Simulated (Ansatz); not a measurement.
Data:

YGe$_{2}$:
```yaml
crystal:
  lattice:
    - [-2.81055, 2.81055, 4.47018]
    - [2.81055, -2.81055, 4.47018]
    - [2.81055, 2.81055, -4.47018]
  atoms:
    - { symbol: Ge, position: [0.74990, 0.24990, 0.99981] }
    - { symbol: Ge, position: [0.75010, 0.74990, 0.50000] }
    - { symbol: Ge, position: [0.24990, 0.25010, 0.50000] }
    - { symbol: Ge, position: [0.25010, 0.75010, 0.00019] }
    - { symbol: Y, position: [0.25000, 0.25000, 0.00000] }
    - { symbol: Y, position: [0.75000, 0.75000, 0.00000] }
```

This is the PBE-relaxed structure.

### Question
All from DFT-PBE in the program Ansatz with PAW potentials, unless another level is named. Predict the electronic character.

### Answer
metallic (no gap).

### Question
Give the formation energy from the elements (no fitted shifts).

### Answer
-0.50 eV/atom.

### Question
Predict the density of states at the Fermi level.

### Answer
0.25 states/eV per atom (mean over ±0.08 eV).

Space group P4/mmm. The cell is a constructed one: a structure type filled with these elements; neither database checked (COD, Materials Project) lists it. Whether it is the stable phase at ambient conditions was not checked. The PBE relaxation kept the symmetry of its start; its stability against distortions is not shown here. The run is not spin-polarised. The references are the lowest solids computed at this level, not always the standard phases. Spin–orbit coupling is left out wherever it is not named.

Potentials: the later of the program's two PAW sets.
